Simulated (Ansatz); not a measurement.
In r²SCAN in the plane-wave PAW code Ansatz, In in the orthorhombic phase (Cmce; In on 8f) relaxes to a = 5.200 Å, b = 8.704 Å, c = 5.112 Å.

Electronic character: metallic (no gap). Gap from r²SCAN with spin–orbit coupling: none (metallic).

An equation-of-state fit gives a bulk modulus of 39.0 GPa.

The start of the workflow was typed in or built on a structure type; neither database checked (COD, Materials Project) lists it. It is not the phase usual at ambient conditions (space group No. 139). The cell was relaxed with r²SCAN under the symmetry of its start; whether a distortion lowers the energy is not shown. Axis ratios of metals converge slowly with the k-mesh, so a and c are less sure than the volume. Spin–orbit coupling is left out wherever it is not named.

Potentials: the earlier of the program's two PAW sets.
